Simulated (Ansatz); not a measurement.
One starting cell of ZnO (a generated cell, ZnO built in the 4H structure type) was relaxed twice with Ansatz (plane waves, PAW, scalar-relativistic): with r2SCAN at 500 eV and with PBE at 420 eV. The r2SCAN result:

```
CELL_PARAMETERS angstrom
      3.22644     0.00000     0.00000
     -1.61322     2.79418     0.00000
      0.00000     0.00000    10.47292
ATOMIC_POSITIONS crystal
  Zn 0.00000 0.00000 0.00077
  Zn 0.00000 0.00000 0.50077
  Zn 0.66667 0.33333 0.75058
  Zn 0.33333 0.66667 0.25058
  O  0.00000 0.00000 0.81201
  O  0.00000 0.00000 0.31201
  O  0.66667 0.33333 0.56227
  O  0.33333 0.66667 0.06227
```

```csv
quantity,r2SCAN,PBE
space group,P6₃mc,P6₃mc
volume (Å³/atom),11.80,12.32
a (Å),3.226,3.272
c (Å),10.473,10.631
"gap (eV, no spin-orbit coupling)",1.18,0.69
```

Both levels end in the same structure; PBE's volume is 4.4 % larger; its gap is 0.49 eV smaller. Neither column is exact.

No spin polarisation in the result.

The run could not lose the symmetry of its start.

The first start was generated by placing the elements on the sites of a structure type. A measured structure of ZnO has the same space group, P6₃mc (No. 186); the sites were not compared with it.

Ansatz is a program for electronic structure.
